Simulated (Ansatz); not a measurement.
This cell of CsSnI$_{3}$ (cubic perovskite) is off equilibrium:

```
CELL_PARAMETERS angstrom
      6.27175     0.00000     0.00000
      0.00000     6.27175     0.00000
      0.00000     0.00000     6.27175
ATOMIC_POSITIONS crystal
  Cs 0.00000 0.00000 0.00000
  Sn 0.45360 0.45360 0.45360
  I  0.00000 0.50000 0.50000
  I  0.50000 0.50000 0.00000
  I  0.50000 0.00000 0.50000
```

These are PBE (plane waves to 420 eV, PAW, scalar-relativistic; Ansatz, a quantum-chemistry and plane-wave program) values and carry that method's errors. k mesh 5×5×5 (Γ-centred), Fermi-Dirac smearing 0.05 eV. E stands for the smeared free energy. Compression counts positive. CsSnI3 was relaxed with its symmetry unable to fall. Spin-orbit coupling is left out, though I is heavy. This is a high-temperature form of CsSnI3.

Problem. What forces act on the atoms (eV/Å, Cartesian)?

Solution. 
```
atom      Fx      Fy      Fz
----  ------  ------  ------
Cs1   -0.017  -0.017  -0.017
Sn2    0.565   0.565   0.565
I3    -0.490  -0.029  -0.029
I4    -0.029  -0.029  -0.490
I5    -0.029  -0.490  -0.029
```

Problem. What is the stress tensor (GPa)?

Solution. 
```
   1.01     0.02     0.02
   0.02     1.01     0.02
   0.02     0.02     1.01
```
The pressure, a third of the trace, is 1.01 GPa.

Problem. In it atom 2 sits (-0.291, -0.291, -0.291) Å away from its relaxed site. What is its energy relative to the relaxed cell?

Solution. 163 meV/cell.

(For displaced atoms, the force is minus the slope of the energy, and its curvature is a force constant, which sets phonon frequencies.)
